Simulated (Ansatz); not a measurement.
This run works on a generated trial structure, not on a known crystal.

Input and command of a plane-wave DFT calculation in Ansatz:

```yaml
crystal:
  lattice:
    - [5.5609351719, 0.0, 0.0]
    - [0.0, 5.5609351719, 0.0]
    - [0.0, 0.0, 5.5609351719]
  atoms:
    - { symbol: V, position: [0.5, 0.5, 0.5] }
    - { symbol: Co, position: [0.0, 0.0, 0.0] }
    - { symbol: C, position: [0.1844928803, 0.1844928803, 0.1844928803] }
    - { symbol: C, position: [0.1844928803, 0.8155071197, 0.8155071197] }
    - { symbol: C, position: [0.8155071197, 0.1844928803, 0.8155071197] }
    - { symbol: C, position: [0.8155071197, 0.8155071197, 0.1844928803] }
    - { symbol: "N", position: [0.3098771395, 0.3098771395, 0.3098771395] }
    - { symbol: "N", position: [0.3098771395, 0.6901228605, 0.6901228605] }
    - { symbol: "N", position: [0.6901228605, 0.3098771395, 0.6901228605] }
    - { symbol: "N", position: [0.6901228605, 0.6901228605, 0.3098771395] }
basis:
  ecutwfc: 420
kpoints:
  mp_grid: { grid: [6, 6, 6] }
hamiltonian:
  xc: pbe
scf:
  occupations: { method: gaussian, width: 0.02 }
output:
  forces: true
  stress: true
  eigenvalues: true
relax:
  adjacent_minimum: "off"
  f_tol: 0.01
  max_steps: 80
  cell: { stress_tol: 0.05 }
```

```bash
ansatz run input.yaml --threads 1 --pin off --max-ram 2560MiB --backend cpu --events-out ev --progress --plain --runs-dir out
```

Processor: Arm Neoverse N1, 1 thread, on a host shared with other jobs.

**Question.** Estimate time, memory and problem size.

**Answer.** About 68 s, peak memory 0.45 GiB. It solves 43 bands at 20 k points (after reduction by symmetry) with about 3407 plane waves (on the last cell), in 20 SCF iterations over 2 ionic steps.
